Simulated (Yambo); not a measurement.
```xyz
12
Lattice="4.4227 -2.6454 0.0000 4.4227 2.6454 0.0000 -0.5158 0.0000 9.0021" Properties=species:S:1:pos:R:3 pbc="T T T"
O      6.5279     0.0000     8.2384
O      1.8018     0.0000     0.7637
O      3.8929     1.2519     1.3132
O      4.4367    -1.2519     7.6889
O      4.4367     1.2519     7.6889
O      3.8929    -1.2519     1.3132
O      2.6831     0.0000     3.1728
O      5.6466     0.0000     5.8293
P      5.2878     0.0000     7.2753
P      3.0418     0.0000     1.7268
Cs    -0.2579     0.0000     4.5011
Ta     0.0000     0.0000     0.0000
```

The geometry is that of Materials Project entry mp-559118, symmetrised and not relaxed again.

Problem. Where are the main features of Im ε from RPA with local fields on PBEsol bands shifted by a G0W0 scissor of 2.70 eV (Yambo; 4×4×2 mesh, 163 bands, 3 Ry local-field block, 0.2 eV broadening; field along x)?

Solution. Peaks at 7.5 eV (2.9), 9.0 eV (2.1), 12.1 eV (2.1), 12.8 eV (2.0), 16.0 eV (2.2), heights in brackets. Structure narrower than a few tenths of an eV can come from the finite k mesh. Convergence of the RPA response with its 4×4×2 mesh was not tested. The scissor comes from a G0W0 run whose convergence isn't established. No excitonic effects at this level. Spin-orbit coupling is left out, which matters for elements this heavy: edges can move by tenths of an eV.

The structure is a Materials Project entry; no match was found in the copy of COD used, and its stability was not checked.
